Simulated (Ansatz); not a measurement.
In DFT-PBE in the program Ansatz with PAW potentials, Ag in the cubic phase (Fd-3m; Ag on 8a, Ag on 16d) relaxes to a = 7.721 Å.

Electronic character: metallic (no gap). Gap from PBE with spin–orbit coupling: none (metallic).

The bulk modulus is 78.3 GPa.

The start of the workflow was typed in or built on a structure type; neither database checked (COD, Materials Project) lists it. It is not the phase usual at ambient conditions (space group No. 225). The cell was relaxed with PBE under the symmetry of its start; whether a distortion lowers the energy is not shown. No spin polarisation was allowed. Scalar-relativistic: spin–orbit coupling is off unless named, which matters more the heavier the elements.

Potentials: the earlier of the program's two PAW sets.
